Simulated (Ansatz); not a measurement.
The cell below belongs to a search over invented structures; it isn't taken from experiment.

Input and command of a plane-wave DFT calculation in Ansatz:

```yaml
crystal:
  lattice:
    - [-2.3299267292, 2.3299267292, 6.7738115182]
    - [2.3299267292, -2.3299267292, 6.7738115182]
    - [2.3299267292, 2.3299267292, -6.7738115182]
  atoms:
    - { symbol: Nb, position: [0.7539355648, 0.7539355648, 0.0] }
    - { symbol: Nb, position: [0.2460644352, 0.2460644352, 0.0] }
    - { symbol: Pd, position: [0.0, 0.0, 0.0], spin: 1.0 }
    - { symbol: Se, position: [0.5, 0.5, 0.0] }
    - { symbol: Se, position: [0.8582998029, 0.3582998029, 0.5] }
    - { symbol: Se, position: [0.3582998029, 0.8582998029, 0.5] }
    - { symbol: Se, position: [0.1417001971, 0.6417001971, 0.5] }
    - { symbol: Se, position: [0.6417001971, 0.1417001971, 0.5] }
basis:
  ecutwfc: 420
kpoints:
  mp_grid: { grid: [6, 6, 6] }
hamiltonian:
  xc: pbe
scf:
  occupations: { method: gaussian, width: 0.1 }
  lower_state_search: "off"
output:
  forces: true
  stress: true
  eigenvalues: true
  populations: true
magnetization:
  spin_polarized: true
```

```bash
ansatz run input.yaml --threads 1 --pin off --max-ram 2560MiB --backend cpu --events-out ev --progress --plain --runs-dir out
```

Processor: Intel(R) Xeon(R) Platinum 8375C CPU @ 2.90GHz (Ice Lake), 1 thread, on a host shared with other jobs.

Task: Estimate time, memory and problem size.

Result: About 71 s, peak memory 0.78 GiB. It solves 75 bands at 30 k points (after reduction by symmetry) with about 2871 plane waves, in 17 SCF iterations.
